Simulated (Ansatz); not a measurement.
**RbBr, first-principles data**

RbBr:
```
RbBr
1.0
    4.12798     0.00000     0.00000
    0.00000     4.12798     0.00000
    0.00000     0.00000     4.12798
Rb Br
1 1
Direct
  0.00000   0.00000   0.00000
  0.50000   0.50000   0.50000
```

Space group Pm-3m (No. 221), CsCl type; conventional cell a = b = c = 4.128 Å, α = β = γ = 90.00°.

Method: r²SCAN (plane waves, PAW; program Ansatz). Structure relaxed to zero pressure with the same functional. Other levels are named where they apply.

### Cell and energy

```yaml
volume_per_atom: 35.17 Å³
density: 3.90 g/cm³
Formation energy from the elements (no fitted shifts): -1.96 eV/atom
```

### Electronic structure

```yaml
band_gap: 4.82 eV (indirect)
valence_band_maximum: at M
conduction_band_minimum: at Γ
smallest_direct_gap_on_the_standard_path: 4.98 eV
electron_effective_mass: 0.33 mₑ (isotropic)
Electron effective mass with spin–orbit coupling: 0.33 mₑ (isotropic)
hole_effective_mass: 0.52, 3.8, 3.8 mₑ (principal values)
Hole effective mass with spin–orbit coupling: 0.53, 3.9, 3.9 mₑ (principal values)
HSE06 gap on the r²SCAN cell: 5.26 eV
Gap with spin–orbit coupling: 4.79 eV
```

### Mechanics

```yaml
Bulk modulus (Birch–Murnaghan fit): 17.2 GPa
Pressure derivative B′: 5.1
```

### Charges

```yaml
bader_charges: Rb +0.84, Br -0.84 e
```

The workflow started from a Materials Project entry (that database holds measured and hypothetical structures alike); the Crystallography Open Database copy checked does not list it. COD files the formula under space group No. 225. Whether it is the stable phase at ambient conditions was not checked. The r²SCAN relaxation kept the symmetry of its start; whether a distortion lowers the energy is not shown. The references are the lowest solids computed at this level, not always the standard phases. Scalar-relativistic: spin–orbit coupling is off unless named, which matters more the heavier the elements.

Potentials: the later of the program's two PAW sets.
